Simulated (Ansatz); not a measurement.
One starting cell of C (a generated cell, C built in the dhcp structure type) was relaxed twice with Ansatz (plane waves, PAW, scalar-relativistic): with r2SCAN at 500 eV and with PBE at 420 eV. The r2SCAN result:

```cif
data_C4
_chemical_formula_sum 'C4'
_space_group_name_H-M_alt 'P63/mmc'
_space_group_IT_number 194
_space_group_name_Hall '-P 6c 2c'
_cell_length_a 2.50398
_cell_length_b 2.50398
_cell_length_c 4.25170
_cell_angle_alpha 90.000
_cell_angle_beta 90.000
_cell_angle_gamma 120.000
loop_
_atom_site_label
_atom_site_type_symbol
_atom_site_symmetry_multiplicity
_atom_site_Wyckoff_symbol
_atom_site_fract_x
_atom_site_fract_y
_atom_site_fract_z
_atom_site_occupancy
C1 C 2 a 0.00000 0.00000 0.00000 1
C2 C 2 d 0.66667 0.33333 0.25000 1
```

```
quantity                           r2SCAN         PBE
--------------------------------  -------  ----------
space group                       P6₃/mmc     P6₃/mmc
volume (Å³/atom)                     5.77  (withheld)
a (Å)                               2.504  (withheld)
c (Å)                               4.252  (withheld)
gap (eV, no spin-orbit coupling)     0.00  (withheld)
```

**Question.** What does PBE give for the same quantities?

**Answer.** 
- volume (Å³/atom), PBE: 5.76
- a (Å), PBE: 2.501
- c (Å), PBE: 4.253
- gap (eV, no spin-orbit coupling), PBE: 0.00

Both levels end in the same structure; PBE's volume is within 0.5 % of r2SCAN's. Neither column is exact.

No spin polarisation in the result.

The run could not lose the symmetry of its start.

All atoms sit on sites fixed by symmetry, so only the cell could relax.

Ansatz is a first-principles code.
